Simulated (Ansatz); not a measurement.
**NbRh: all-electron results**

```
CELL_PARAMETERS angstrom
4.57885 0.00000 0.00000
0.00000 2.83114 0.00000
0.00000 0.00000 4.91735
ATOMIC_POSITIONS crystal
Nb 0.75000 0.00000 0.20037
Nb 0.25000 0.00000 0.79963
Rh 0.75000 0.50000 0.68848
Rh 0.25000 0.50000 0.31152
```

Atom numbers follow the list: Nb1, Nb2, Rh3, Rh4.

Structure from Materials Project entry mp-11515 (possibly hypothetical), not relaxed further.

Methods: DFT, PBEsol, all-electron LAPW, scalar-relativistic (Ansatz 0.2.0); DFT, PBEsol, PAW with Ansatz's default frozen-core files, scalar-relativistic (Ansatz 0.2.0).

For LAPW: a Γ-centred 7×12×7 k mesh, Fermi–Dirac smearing of 0.03 eV, basis error target 1 meV/atom, no spin polarisation. PAW takes a cutoff of 420 eV at this cell (files made with PBE, cores remade for this functional). The Ansatz runs share mesh, smearing and spin set-up. Values come from LAPW unless marked.

```
Largest force                                                                                                          : 0.088 eV/Å on Nb1
Bader charges (from the PAW run)                                                                                       : Nb1 +1.00, Rh3 -1.00 e
Pressure at this cell                                                                                                  : -7.28 GPa
Löwdin charges (with 0.28 e of the cell spilling out of the atomic basis, so their sizes and signs hang on that basis) : Nb1 0.06, Rh3 0.08 e
Volume per atom                                                                                                        : 15.94 Å³
```

Problem. Predict this quantity. Band gap.

Solution. none: bands cross the Fermi level, a metal.

Problem. Density of states at the Fermi level (0.2 eV bin): what does the calculation give?

Solution. 4.11 states/eV per cell.

Problem. Give the computed value. Stress xx, yy, zz (compression positive).

Solution. -7.72, -6.72, -7.40 GPa.
